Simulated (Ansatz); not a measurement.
WSe$_{2}$ (2H-MoS2 type, space group P6_3/mmc)

```
CELL_PARAMETERS angstrom
      3.27906     0.00000     0.00000
     -1.63953     2.83975     0.00000
      0.00000     0.00000    12.78607
ATOMIC_POSITIONS crystal
  W  0.33333 0.66667 0.25000
  W  0.66667 0.33333 0.75000
  Se 0.33333 0.66667 0.61827
  Se 0.66667 0.33333 0.11827
  Se 0.66667 0.33333 0.38173
  Se 0.33333 0.66667 0.88173
```

In each cell atom 5 (Se, nearest neighbour W at 2.534 Å; its periodic images, 3.3 Å or more away, move with it) moves by s·(0.577, 0.577, 0.577) (along Cartesian [111]), the rest being held.

The numbers are results of PBE-D3(BJ) (plane waves to 420 eV, PAW, scalar-relativistic; Ansatz, an electronic-structure program), not measurements. k mesh 9×9×2 (Γ-centred), Fermi-Dirac smearing 0.05 eV. The energy includes the smearing's −TS. Left out: 2 of 11 points, with atoms too close for the PAW data. Spin-orbit coupling is left out, though W is heavy. WSe2 is run without spin polarisation. WSe2 was relaxed with its symmetry unable to fall. ΔE is measured from the undisplaced structure.

| s (Å) | ΔE (meV/cell) |
|---|---|
| -0.456 | 1643 |
| -0.304 | 661 |
| -0.152 | 148 |
| 0.000 | 0 |
| 0.152 | 116 |
| 0.304 | 407 |
| 0.456 | 798 |
| 0.608 | withheld |
| 0.760 | 1652 |

Question: Fit a polynomial form (powers 2, 3, 4) to the given rows and predict ΔE at s = 0.608.

Answer: Least squares on the 8 given rows: ΔE = (5666)·s² + (-4457)·s³ + (1006)·s⁴, in meV/cell with s in Å; root-mean-square residual 1.4 meV/cell. At 0.608 the fit gives 1230 meV/cell; the calculation gives 1228 meV/cell, so the interpolation is off by 2 (+0.2 %). The quadratic term alone would give 2095 meV/cell.

(For displaced atoms, the force is minus the slope of the energy, and its curvature is a force constant, which sets phonon frequencies.)
